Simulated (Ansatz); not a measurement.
# Is this KC structure a true minimum?

The structure comes from a generated guess, relaxed at this level; another structure or a mixture of phases may lie lower.

Computed with Ansatz, DFT PBE, scalar-relativistic, plane waves, PAW. Cutoff 420 eV; k points 6×6×6 on the computed 4-atom cell (Γ-centred); Gaussian smearing, width 0.02 eV; no spin polarisation.

The cell below (4 atoms, space group Cmmm (No. 65)) is relaxed within its symmetry.

```xyz
4
Lattice="3.0277 -3.8091 0.0000 3.0277 3.8091 0.0000 0.0000 0.0000 3.8137" Properties=species:S:1:pos:R:3 pbc="T T T"
K     3.0277   -1.5790    0.0000
K     3.0277    1.5790    0.0000
C     5.4216    0.0000    1.9068
C     0.6338    0.0000    1.9068
```

For the test a repeat of it with 8 atoms (edges 4.87, 4.87, 7.63 Å) was strained at random (σ = 1.5 % a component), the atoms were moved at random (σ = 0.15 Å), and all was relaxed again on a coarse 4×4×2 mesh (in the run’s order of axes) with 0.10 eV smearing, with no symmetry imposed.

**Question.** Is the structure stable against such a distortion?

**Answer.** It doesn't return. The energy falls by 164 meV/atom on that mesh, the volume changes by 21.5 %, and the end has space group Immm (No. 71) at a loose tolerance. Relaxed again on a 6×6×6 mesh with 0.02 eV smearing, the new structure lies 164 meV/atom below the first (mesh in the axes of the run's cell; the cell below is made exact in the group named). Space group Immm (No. 71), orthorhombic, a = 4.799 Å, b = 6.060 Å, c = 7.372 Å. K has 6 C at 3.02–3.10 Å; C has 1 C at 1.27 Å and 6 K at 3.02–3.10 Å.

```
K C
1.0
    -2.39966    3.02983    3.68606
     2.39966   -3.02983    3.68606
     2.39966    3.02983   -3.68606
K C
2 2
Direct
  0.25124 0.25124 0.00000
  0.74876 0.74876 0.00000
  0.10445 0.50000 0.60445
  0.89555 0.50000 0.39555
```
